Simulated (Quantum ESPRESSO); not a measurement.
# Strain and stress in MgAl7P7S

Calculated results; nothing here was measured. They come from pw.x of Quantum ESPRESSO 7.5, a plane-wave density functional program, with PseudoDojo standard norm-conserving files (v0.5 for PBE, v0.4.1 for LDA and PBEsol). The cells are made up: elements, strain and atom displacements were drawn at random, and nothing was relaxed. There is no spin polarisation, spin-orbit coupling or dispersion term.

The cell has 16 sites of a zincblende or diamond lattice (two cubes along c). Sites 1 to 8 hold Mg Al Al Al Al Al Al Al; sites 9 to 16 hold P P P S P P P P. Cell vectors in Å: (5.539, -0.062, 0.001); (-0.062, 5.649, -0.024); (0.001, -0.049, 11.179). Settings: PBE, cutoff 1143 eV, 4 x 4 x 2 k mesh shifted by half a step, Fermi-Dirac smearing of 0.025 eV.

Each run adds a strain along z to one cell, with the atoms carried along; the vectors above are those of run 4. Stress is positive in tension and P is minus a third of its trace. E is the free energy for each atom above the lowest run shown. The last column is band 37 less band 36 at Gamma, from a band step after each run.

| run | strain (%) | s_xx (GPa) | s_yy (GPa) | s_zz (GPa) | s_xy (GPa) | P (GPa) | E (meV/atom) | level step at Gamma (eV) |
| --- | --- | --- | --- | --- | --- | --- | --- | --- |
| 1 | -2.03 | 0.50 | 1.72 | 0.11 | -1.72 | -0.77 | 0.00 | 1.375 |
| 2 | -1.71 | 0.68 | 1.89 | 0.45 | -1.70 | -1.01 | 0.13 | 1.382 |
| 3 | -1.26 | 0.94 | 2.13 | 0.94 | -1.68 | -1.33 | 0.55 | 1.390 |
| 4 | -0.13 | 1.54 | 2.68 | 2.14 | -1.62 | -2.12 | 2.91 | 1.404 |
| 5 | 0.20 | 1.70 | 2.83 | 2.49 | -1.61 | -2.34 | 3.96 | 1.405 |
| 7 | 2.18 | 2.61 | 3.67 | 4.54 | -1.51 | -3.61 | 13.47 | 1.393 |
| 6 | 1.25 | ? | ? | ? | ? | ? | ? | ? |

A rerun of one of these cells at 1437 eV and k mesh 6 x 6 x 4 moved values by no more than 0.008 eV in the cell's energy, 0.02 GPa in stress and 0.005 eV/Å in force.

## Worked fit

A parabola through the six runs shown gives s_zz = 2.28 + 1.05 e - 0.008 e² GPa, with e in per cent and a scatter of 0.01 GPa. The slope is a stiffness of 105 ± 1 GPa for each unit of this strain at e = 0. The atoms are clamped, and relaxing them would in general lower it. The error is the larger of the fit's own and the change that a cubic makes, rounded up.

## Withheld run

Question: what s_zz should run 6 give?

The fit gives 3.58 GPa. The calculation gave 3.58 GPa.

```
run,strain (%),s_xx (GPa),s_yy (GPa),s_zz (GPa),s_xy (GPa),P (GPa),E (meV/atom),level step at Gamma (eV)
6,1.25,2.20,3.29,3.58,-1.55,-3.03,8.32,1.404
```